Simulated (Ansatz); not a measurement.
GePd5:
Space group C2/m (No. 12); a = 5.5367 Å, b = 7.7229 Å, c = 8.4704 Å, α = γ = 90.00°, β = 98.07°

```csv
atom,site,symmetry,x,y,z
Ge,4i,m,0.2270,0.0000,0.7073
Pd,4h,2,0.5000,0.3124,0.5000
Pd,8j,1,0.0347,0.2414,0.1737
Pd,4i,m,0.3447,0.0000,0.3527
Pd,4i,m,0.2554,0.0000,0.0060
```
(The calculation used a cell of 12 atoms; values per cell refer to that cell.)

Relaxed at zero pressure with r²SCAN (plane waves, PAW; program Ansatz).

Problem. The volume is lowered by 3 % and shape and atoms relax at that volume. What pressure results, and how do the axes share the change?

Solution. 5.6 GPa; a -0.9 %, b -1.0 %, c -1.2 %; the energy rises by 8 meV/atom.

Problem. Give the new structure.

Solution. 
Space group C2/m (No. 12); a = 5.488 Å, b = 7.643 Å, c = 8.372 Å, α = 90.00°, β = 97.86°, γ = 90.00°

```
atom  site  symmetry       x       y       z
----  ----  --------  ------  ------  ------
Ge      4i         m  0.2287  0.0000  0.7054
Pd      4h         2  0.5000  0.3103  0.5000
Pd      8j         1  0.0335  0.2414  0.1735
Pd      4i         m  0.3409  0.0000  0.3531
Pd      4i         m  0.2556  0.0000  0.0062
```

The phase is kept; no other phase was compared at this pressure.

The first step of the workflow began from a Materials Project structure, measured or hypothetical; the Crystallography Open Database copy checked does not list it. Its standing as an ambient phase is unchecked. Symmetry was held in the r²SCAN relaxation; whether a distortion lowers the energy is not shown. No spin polarisation was allowed.

Potentials: the later of the program's two PAW sets.
